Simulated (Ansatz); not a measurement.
# TiIN in Ansatz, relaxation

Input:

```yaml
crystal:
  lattice:
    - [3.927553, 0.0, 0.0]
    - [0.0, 3.503006, 0.0]
    - [0.0, 0.0, 8.924444]
  atoms:
    - { symbol: "N", position: [0.0, 0.0, 0.97] }
    - { symbol: "N", position: [0.5, 0.5, 0.03] }
    - { symbol: Ti, position: [0.0, 0.5, 0.08] }
    - { symbol: Ti, position: [0.5, 0.0, 0.92] }
    - { symbol: I, position: [0.0, 0.0, 0.315] }
    - { symbol: I, position: [0.5, 0.5, 0.685] }
  symmetry: { tolerance: 0.0003 }
kpoints:
  mp_grid: { grid: [7, 7, 3], shift: [0, 0, 0] }
magnetization:
  spin_polarized: false
scf:
  occupations: { method: fermi_dirac, width: 0.0874 }
  lower_state_search: "off"
hamiltonian:
  pseudopotentials: { kind: paw }
  xc: r2scan
basis:
  ecutwfc: 500
  fft_grid_basis: typed
relax:
  max_steps: 60
  cell: { p_target: 5.0 }
output:
  forces: true
  stress: true
  eigenvalues: true
  bader: true
  populations: true
  elf: true
  write_potential: true
  volumetric_format: npy
  dos:
    e_range: [-12, 8]
    de: 0.05
    projected: { site_lists: { I: [I], "N": ["N"], Ti: [Ti] } }
  write_density: true
checkpoint:
  read: saved_state
```

The command:

```bash
ansatz run input.yaml --threads 2 --pin off --max-ram 3584MiB --backend cpu --events-out ev --progress --plain --runs-dir out
```

Origin of the cell: a database entry, scaled a little.

The saved state is a converged single point of the same cell.

Steps («new basis» is an SCF on plane waves selected anew at the same cell):

```csv
step,ΔH (meV/atom),max force component (eV/Å),P (GPa),volume (Å³),SCF iterations,step was
1,0.0,0.887,3.91,122.78,7,accepted
2,-20.9,0.481,3.31,118.33,10,accepted
3,-27.7,0.216,4.35,116.76,8,accepted
4,-29.1,0.105,4.92,116.16,7,accepted
5,-29.6,0.037,5.06,115.63,7,accepted
6,-29.6,0.016,4.95,115.88,7,accepted
7,-29.6,0.004,5.01,115.79,6,accepted
8,-29.3,0.004,5.00,115.79,6,new basis
```

The starting structure.

Space group Pmmn (No. 59); the run's cell has a = 3.928 Å, b = 3.503 Å, c = 8.924 Å, α = 90.00°, β = 90.00°, γ = 90.00°. Shortest distances: N–Ti 2.01 Å, N–N 2.69 Å, I–Ti 2.73 Å, Ti–Ti 2.99 Å, I–N 3.08 Å, I–I 3.50 Å.

The relaxed structure.

Space group Pmmn (No. 59); the run's cell has a = 3.898 Å, b = 3.479 Å, c = 8.538 Å, α = 90.00°, β = 90.00°, γ = 90.00°. Shortest distances: N–Ti 1.98 Å, N–N 2.69 Å, I–Ti 2.78 Å, Ti–Ti 2.96 Å, I–N 3.19 Å, I–I 3.48 Å.

```
CELL_PARAMETERS angstrom
3.89778 0.00000 0.00000
0.00000 3.47950 0.00000
0.00000 0.00000 8.53784
ATOMIC_POSITIONS crystal
N 0.00000 0.00000 0.96195
N 0.50000 0.50000 0.03805
Ti 0.00000 0.50000 0.08178
Ti 0.50000 0.00000 0.91822
I 0.00000 0.00000 0.33518
I 0.50000 0.50000 0.66482
```

| Property | Result |
| --- | --- |
| Enthalpy lowered by | 29.3 meV/atom |
| Volume change | -5.69 % |
| Final pressure | 5.00 GPa |
| Relaxation steps listed | 8 |

Caveats: no moments, though an odd count or open d shells may carry them; no spin-orbit coupling, though heavy elements are present; the relaxation held the start's symmetry, so the end may be a saddle point.

It ran for 140 s of wall time on 2 CPU thread(s) of a shared host, from a saved density.
